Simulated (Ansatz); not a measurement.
With PBE (plane waves, PAW; program Ansatz), Hf in the diamond structure (Fd-3m) relaxes to a = 6.539 Å. Hf has 4 nearest neighbours from 2.83 Å (tetrahedral).

Electronic character: metallic (no gap). Gap from PBE with spin–orbit coupling: none (metallic).

The bulk modulus is 29.7 GPa.

The start of the workflow was typed in or built on a structure type; neither database checked (COD, Materials Project) lists it. It is not the phase usual at ambient conditions (space group No. 194). Symmetry was held in the PBE relaxation; its stability against distortions is not shown here. The run is not spin-polarised. Spin–orbit coupling is left out wherever it is not named.

Potentials: the later of the program's two PAW sets.
